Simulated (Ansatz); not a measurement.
**How much do the gradients of C depend on the method?**

Cell: a structure deposited in the COD, ions relaxed with PBE at fixed cell.

```xyz
4
Lattice="2.4700 0.0000 0.0000 -1.2350 2.1391 0.0000 0.0000 0.0000 6.7900" Properties=species:S:1:pos:R:3 pbc="T T T"
C     0.0000    0.0000    0.0170
C     0.0000    0.0000    3.4120
C     0.0000    1.4261    0.0170
C     1.2350    0.7130    3.4120
```

Atom numbers follow the list; atoms alike are taken as one site, whose name carries the number of the first.

First run. Computed with Ansatz: DFT, PBE, plane waves and PAW, scalar-relativistic, 420 eV cutoff, Γ-centred 15×15×5 k-points, Fermi–Dirac smearing 0.05 eV.

```json
{"site": "C1", "atom": "1", "V_zz (10²¹ V/m²)": "2.36", "η": "0.00"}
{"site": "C3", "atom": "3", "V_zz (10²¹ V/m²)": "2.21", "η": "0.00"}
```

Second run. The same atoms and settings, except that the functional is r2SCAN and the cutoff is 500 eV.

Question: What does the second run give?

Answer: 

| site | atom | V_zz | η | change of V_zz |
| --- | --- | --- | --- | --- |
| C1 | 1 | 2.48 | 0.00 | +0.12 |
| C3 | 3 | 2.30 | 0.00 | +0.09 |

The largest change of V_zz is on C1, from 2.36 to 2.48. In per cent, |V_zz| changes by +4 to +5 on C (all sites that start above 2).

The run finds no gap above 0.1 eV (a metal, or nearly one), so the gradients can move by 10 % or more with the k-mesh. Semilocal functionals make gaps too small and can close them, so the real compound need not be a metal.
For the second run: At this cell the principal stresses reach 7 GPa in size with r2SCAN, which can matter for small gradients.
